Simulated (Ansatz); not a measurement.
Relaxed WS2 (2H-MoS2 type, space group P6_3/mmc):

```xyz
6
Lattice="3.1541 0.0000 0.0000 -1.5770 2.7315 0.0000 0.0000 0.0000 12.1373" Properties=species:S:1:pos:R:3 pbc="T T T"
W      0.0000     1.8210     3.0343
W      1.5770     0.9105     9.1030
S      0.0000     1.8210     7.5283
S      1.5770     0.9105     1.4596
S      1.5770     0.9105     4.6091
S      0.0000     1.8210    10.6777
```

In each cell atom 5 (S, nearest neighbour W at 2.407 Å; its periodic images, 3.2 Å or more away, move with it) moves by s·(1.000, 0.000, 0.000) (along Cartesian x), the rest being held.

All values below come from PBE-D3(BJ) (plane waves to 420 eV, PAW, scalar-relativistic; Ansatz, a quantum-chemistry and plane-wave program). k mesh 10×10×3 (Γ-centred), Fermi-Dirac smearing 0.05 eV. Energies are smeared free energies. Spin-orbit coupling is left out, though W is heavy. WS2 is run without spin polarisation. WS2 was relaxed with its symmetry unable to fall. ΔE is measured from the undisplaced structure.

| s (Å) | ΔE (meV/cell) |
|---|---|
| -0.240 | 298.8 |
| -0.192 | 191.7 |
| -0.144 | 108.0 |
| -0.096 | withheld |
| -0.048 | 12.0 |
| 0.000 | 0.0 |
| 0.048 | 12.0 |
| 0.096 | withheld |
| 0.144 | 108.0 |
| 0.192 | 191.7 |
| 0.240 | 298.8 |

Question: Fit an even polynomial form (powers 2, 4) to the given rows and predict ΔE at s = 0.096.

Answer: Least squares on the 9 given rows: ΔE = (5221)·s² + (-581.9)·s⁴, in meV/cell with s in Å; root-mean-square residual 0.02 meV/cell. At 0.096 the fit gives 48.1 meV/cell; the calculation gives 48.1 meV/cell, the same to the digits shown. The quadratic term alone would give 48.1 meV/cell.

(For displaced atoms, the force is minus the slope of the energy, and its curvature is a force constant, which sets phonon frequencies.)
